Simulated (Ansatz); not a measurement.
VPt$_{2}$:
```cif
data_Pt4V2
_chemical_formula_sum 'V2 Pt4'
_space_group_name_H-M_alt 'Immm'
_space_group_IT_number 71
_space_group_name_Hall '-I 2 2'
_cell_length_a 2.68847
_cell_length_b 3.75899
_cell_length_c 8.24447
_cell_angle_alpha 90.000
_cell_angle_beta 90.000
_cell_angle_gamma 90.000
loop_
_space_group_symop_operation_xyz
  'x, y, z'
  '-x, -y, -z'
  '-x, -y, z'
  'x, y, -z'
  'x, -y, -z'
  '-x, y, z'
  '-x, y, -z'
  'x, -y, z'
  'x+1/2, y+1/2, z+1/2'
  '-x+1/2, -y+1/2, -z+1/2'
  '-x+1/2, -y+1/2, z+1/2'
  'x+1/2, y+1/2, -z+1/2'
  'x+1/2, -y+1/2, -z+1/2'
  '-x+1/2, y+1/2, z+1/2'
  '-x+1/2, y+1/2, -z+1/2'
  'x+1/2, -y+1/2, z+1/2'
loop_
_atom_site_label
_atom_site_type_symbol
_atom_site_symmetry_multiplicity
_atom_site_Wyckoff_symbol
_atom_site_fract_x
_atom_site_fract_y
_atom_site_fract_z
_atom_site_occupancy
V1 V 2 a 0.00000 0.00000 0.00000 1
Pt1 Pt 4 i 0.00000 0.00000 0.33928 1
```
(The calculation used a cell of 3 atoms; values per cell refer to that cell.)

Relaxed with LDA.

Problem. Which orbitals make up the states near the Fermi level in the program Ansatz at the LDA level (PAW)?

Solution. Within 0.5 eV of the Fermi level: V 3d 60 %, Pt 5d 30 %. Projections are on Löwdin-orthogonalised atomic valence shells; empty p or d shells of many metals are not among them.

Problem. Tabulate the density of states.

Solution. States/eV per cell of 3 atoms, in 0.25 eV bins, energy from the Fermi level.

```
E (eV)  total  Pt 5d  V 3d  Pt 6s
------  -----  -----  ----  -----
-7.85    0.55   0.09  0.01   0.36
-7.60    0.65   0.15  0.02   0.40
-7.35    0.90   0.32  0.05   0.44
-7.10    1.42   0.71  0.10   0.50
-6.85    2.40   1.54  0.19   0.56
-6.60    2.65   1.85  0.19   0.49
-6.35    3.35   2.53  0.26   0.42
-6.10    4.41   3.56  0.33   0.30
-5.85    4.80   3.98  0.34   0.24
-5.60    4.04   3.41  0.29   0.17
-5.35    3.70   3.17  0.26   0.13
-5.10    3.28   2.88  0.20   0.08
-4.85    2.80   2.46  0.18   0.06
-4.60    3.09   2.68  0.22   0.07
-4.35    3.09   2.58  0.26   0.10
-4.10    3.14   2.65  0.20   0.13
-3.85    3.60   2.97  0.32   0.10
-3.60    4.20   3.44  0.44   0.10
-3.35    4.69   3.77  0.58   0.12
-3.10    4.01   3.17  0.53   0.12
-2.85    3.36   2.60  0.47   0.15
-2.60    3.35   2.39  0.57   0.25
-2.35    3.54   2.72  0.52   0.17
-2.10    2.74   2.01  0.47   0.14
-1.85    2.54   1.79  0.50   0.12
-1.60    3.06   1.95  0.82   0.14
-1.35    4.89   3.03  1.38   0.27
-1.10    3.95   2.10  1.41   0.17
-0.85    3.10   1.67  1.08   0.15
-0.60    2.62   1.17  1.12   0.09
-0.35    2.24   0.75  1.20   0.07
-0.10    2.07   0.66  1.22   0.05
0.15     1.94   0.56  1.21   0.04
0.40     2.27   0.61  1.49   0.04
0.65     2.21   0.59  1.46   0.04
0.90     2.94   0.73  2.06   0.05
1.15     5.30   1.26  3.83   0.07
1.40     5.59   1.23  4.11   0.08
1.65     4.25   0.92  3.07   0.09
1.90     3.00   0.60  2.13   0.12
2.15     1.49   0.26  0.90   0.16
2.40     1.30   0.24  0.62   0.22
2.65     1.09   0.19  0.44   0.21
2.90     0.95   0.15  0.34   0.19
3.15     0.84   0.12  0.26   0.18
3.40     0.80   0.11  0.22   0.18
3.65     0.99   0.11  0.28   0.21
3.90     0.92   0.09  0.21   0.21
4.15     0.86   0.08  0.17   0.21
4.40     0.81   0.07  0.14   0.20
4.65     0.77   0.06  0.11   0.19
```

The workflow started from a Materials Project entry (that database holds measured and hypothetical structures alike); the Crystallography Open Database files this formula in space group No. 71, but the cells were not matched. Its standing as an ambient phase is unchecked. The cell was relaxed with LDA under the symmetry of its start; its stability against distortions is not shown here. No spin polarisation was allowed. Spin–orbit coupling is left out wherever it is not named.

Potentials: the later of the program's two PAW sets.
